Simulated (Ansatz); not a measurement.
NaF (rock salt, space group No. 225), PBEsol (plane waves, PAW; program Ansatz). The conduction-band minimum lies at Γ, with 1 equivalent valley. Second derivatives d²E/dk² of the lowest band at one valley (eV·Å²), along Cartesian directions:

| direction | d²E/dk² |
|---|---|
| [100] | 13.67 |
| [010] | 13.67 |
| [001] | 13.67 |
| [110] | 13.67 |
| [101] | 13.67 |
| [011] | 13.67 |

Question: Find the principal effective masses, the density-of-states mass and the conductivity mass.

Answer: Off-diagonal terms follow from H_xy = H[110] − (H_xx + H_yy)/2, and m*/mₑ = 7.620 eV·Å² over each eigenvalue: 0.56, 0.56, 0.56. One valley's DOS mass (m₁m₂m₃)^(1/3) = 0.56, conductivity mass 3/(Σ 1/mᵢ) = 0.56 mₑ.

Question: What effective density of states Nc follows at 300 K for parabolic valleys?

Answer: Nc = 2.509e19 × 1 × (0.56)^(3/2) ≈ 1.1e19 cm⁻³.

Question: With the computed static dielectric constant 5.30 (mean of the diagonal), estimate a hydrogenic donor's binding energy and radius.

Answer: E = 13.606 eV × 0.56/5.30² ≈ 270 meV; a = 0.529 Å × ε/m* ≈ 5.0 Å. Semilocal masses tend to be too small where the gap is.

Question: With ε∞ = 1.90 and ω_LO = 401 cm⁻¹, what Fröhlich coupling constant follows?

Answer: α = (1/ε∞ − 1/ε0) √(m* × 13.606 eV/ħω_LO) = 4.2.

Space group Fm-3m (rock salt). The PBEsol relaxation kept the symmetry of its start; phonons on a q-mesh show no instability.

Potentials: the later of the program's two PAW sets.
